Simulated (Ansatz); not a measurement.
Fields on a plane of TiO2 (anatase)

```yaml
crystal:
  lattice:
    - [-1.89940, 1.89940, 4.85040]
    - [1.89940, -1.89940, 4.85040]
    - [1.89940, 1.89940, -4.85040]
  atoms:
    - { symbol: Ti, position: [0.50000, 0.50000, 0.00000] }
    - { symbol: Ti, position: [0.25000, 0.75000, 0.50000] }
    - { symbol: O, position: [0.29355, 0.29355, 0.00000] }
    - { symbol: O, position: [0.04355, 0.54355, 0.50000] }
    - { symbol: O, position: [0.45645, 0.95645, 0.50000] }
    - { symbol: O, position: [0.70645, 0.70645, 0.00000] }
```

The slice is a (100) plane (indices of the conventional cell) through the point (0.500, 0.500, 0.000) (fractional), spanned by u = [101] and v = [110] in vectors of this cell: u (3.80 Å) and v (9.70 Å, at 90° to u). It covers one period; positions are fractions (u, v).

Atoms on it: Ti at (0.00, 0.00); Ti at (0.50, 0.25); O at (0.00, 0.79); O at (0.50, 0.04); O at (0.50, 0.46); O at (0.00, 0.21).

The numbers are results of PBE (plane waves to 420 eV, PAW, scalar-relativistic; Ansatz, a first-principles code), not measurements. k mesh 12×12×12. These are valence fields of a PAW run, semicore shells included where kept as valence: close to a nucleus they are smooth pseudo fields. TiO2 is run without spin polarisation. TiO2 was relaxed with its symmetry unable to fall.

```
v \ u  0.00  0.15  0.31  0.46  0.62  0.77  0.92
-----  ----  ----  ----  ----  ----  ----  ----
0.94      x  <1.0   3.9   7.6   6.8  <1.0     x
0.84      x     x   8.6   9.3   9.1   7.1     x
0.75      x     x   9.4   9.8   9.7   7.8     x
0.66    8.8   8.9   9.2   9.3   9.2   9.0   8.8
0.56    9.6   9.4   8.9   7.7   8.5   9.2   9.5
0.47    9.8   9.5     x     x     x   8.5   9.7
0.38    9.1   8.1   5.0  <1.0   2.5   6.9   8.8
0.28      x   3.6     x     x     x  <1.0     x
0.19      x     x  <1.0     x     x  <1.0     x
0.09   <1.0  <1.0   3.4     x     x   2.2  <1.0
0.00      x     x  <1.0     x     x  <1.0     x
```

Values: electrostatic potential energy of an electron, from the cell's mean, in eV. Points within 0.8 Å of a nucleus are blanked (x), as the pseudised field means little there. Values under 1 eV are set to 1. The zero, the cell's mean, hangs on the PAW cores.

```
|x671389983176|
|7730157751037|
|2110001100011|
|8764100001467|
|9997300003799|
|xx9840000489x|
|xx9840000489x|
|9997200002799|
|9985100001589|
|7641000000146|
|2100000000001|
|0000000000000|
|0000012210000|
|0000357753000|
|0002799997200|
|0015999999510|
|002699xx99620|
|002799xx99720|
|0015899998510|
|0002577775200|
|2100012210001|
|7620157751026|
|997148xx84179|
|999257xx75299|
|xx9437xx7349x|
|xx9514774159x|
|9983012210389|
|8741267762147|
|2101699996101|
|762189xx98126|
|x66289xx98266|
|xx7269999627x|
```
Scale: ten equal steps from 0.00 (start of '0') to 0.84 (end of '9'), in the order '0123456789'. Values: electron localisation function (ELF). The map has 13 points along u (one character each, u = 0 at the left) and 32 along v (v = 0 in the bottom row). Points within 0.4 Å of a nucleus are blanked (x), as the pseudised field means little there.

* **Element round which the density of the highest valence band (whole band, smooth part) is largest on this plane**: O
* **Element round which the density of the lowest conduction band (whole band as if filled, smooth part) is largest on this plane**: Ti
